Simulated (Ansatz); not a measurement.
ZrRh3 in space group I4/mmm (No. 139; Rh on 2b, Rh on 4d, Zr on 2a) under volume change, plane-wave PAW r²SCAN (Ansatz code), shape and atoms relaxed at each volume.

| V (Å³/atom) | E − E(relaxed) (meV/atom) | P (GPa) |
|---|---|---|
| 14.395 | 42.8 | 15.84 |
| 14.855 | 10.1 | 7.25 |
| 15.314 | 0.0 | 0.00 |
| 15.773 | 9.0 | -6.10 |
| 16.233 | 34.1 | -11.24 |

Problem. What does a third-order Birch–Murnaghan fit give for V₀, B₀ and B′?

Solution. V₀ = 15.31 Å³/atom, B₀ = 221 GPa, B′ = 4.7.

A made-up cell: these elements were put on the sites of a structure type; neither database checked (COD, Materials Project) lists it. COD files the formula under space group No. 221, so this cell is another polymorph or a model. Whether it is the stable phase at ambient conditions was not checked. The r²SCAN relaxation kept the symmetry of its start; its stability against distortions is not shown here. The run is not spin-polarised.

Potentials: the earlier of the program's two PAW sets.
